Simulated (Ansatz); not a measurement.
Here is the system:

Relaxed SiO$_{2}$ (rutile):

```
SiO2
1.0
    4.23616     0.00000     0.00000
    0.00000     4.23616     0.00000
    0.00000     0.00000     2.69045
Si O
2 4
Direct
  0.50000   0.50000   0.50000
  0.00000   0.00000   0.00000
  0.80699   0.80699   0.50000
  0.30699   0.69301   0.00000
  0.69301   0.30699   0.00000
  0.19301   0.19301   0.50000
```

Scan: atom 3 (O, nearest neighbour Si at 1.774 Å; its periodic images, 2.7 Å or more away, move with it) is displaced along Cartesian [110], direction (0.707, 0.707, 0.000) in Cartesian axes, by s. The other atoms stay.

Computed with PBE (plane waves to 420 eV, PAW, scalar-relativistic; Ansatz, a program for electronic structure). k mesh 6×6×10 (Γ-centred), Fermi-Dirac smearing 0.05 eV. Energies are smeared free energies. SiO2 was relaxed with its symmetry unable to fall. The zero of ΔE is the undisplaced structure.

The scan covers s from -0.350 to 0.350 Å in 11 points.

Q: Is this a single well or a double well?

A: A single well with its minimum at or next to zero displacement.

Q: Is the energy the same for displacements of ±0.350 Å, and if not, which side lies higher?

A: Not even: the negative side lies higher at ±0.350 Å. With its periodic images moving along, the atom's site symmetry in this cell is mm2.

Q: What force acts on the atom along the line at s = -0.350 Å?

A: 14.4 eV/Å.

Q: What is the force constant k = d²E/ds² of this move at s = 0?

A: 29.8 eV/Å².

(For displaced atoms, the force is minus the slope of the energy, and its curvature is a force constant, which sets phonon frequencies.)
